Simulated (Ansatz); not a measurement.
A plane-wave DFT run in Ansatz 0.2.0 (scalar-relativistic PAW potentials unless the input names others): input and command.

```yaml
crystal:
  lattice:
    - [6.2535231026, 0.0, 0.0]
    - [-3.1267615513, 5.41570987, 0.0]
    - [0.0, 0.0, 3.5790932696]
  atoms:
    - { symbol: Be, position: [0.2102670899, 0.1956088339, 0.25] }
    - { symbol: Be, position: [0.014658256, 0.2102670899, 0.75] }
    - { symbol: Be, position: [0.8043911661, 0.014658256, 0.25] }
    - { symbol: Be, position: [0.7897329101, 0.8043911661, 0.75] }
    - { symbol: Be, position: [0.985341744, 0.7897329101, 0.25] }
    - { symbol: Be, position: [0.1956088339, 0.985341744, 0.75] }
    - { symbol: Bi, position: [0.3333333333, 0.6666666667, 0.25] }
    - { symbol: Bi, position: [0.6666666667, 0.3333333333, 0.75] }
basis:
  ecutwfc: 420
kpoints:
  Mp_grid: { grid: [6, 6, 10] }
hamiltonian:
  xc: pbe
scf:
  occupations: { method: gaussian, width: 0.1 }
  max_iter: 50
output:
  forces: true
  eigenvalues: true
  stress: true
```

```bash
ansatz run input.yaml --threads 1 --pin off --max-ram 2560MiB --backend cpu --events-out ev --progress --plain --runs-dir out
```

Question: What will the program do with this input?

Answer: The program refuses it, because of a misspelt key (the key kpoints.mp_grid typed as Mp_grid). With the key spelt rightly it is accepted.

Abridged log:
```
Error: YAML parse error: error: line 18 column 3: unknown field `Mp_grid`, expected one of mp_grid, list, band_path, initial_grid, further_shifts
  --> <input>:18:3
   |
16 |   ecutwfc: 420
17 | kpoints:
18 |   Mp_grid: { grid: [6, 6, 10] }
   |   ^ unknown field `Mp_grid`, expected one of mp_grid, list, band_path, initial_grid, further_shifts
19 | hamiltonian:
20 |   xc: pbe
   |
```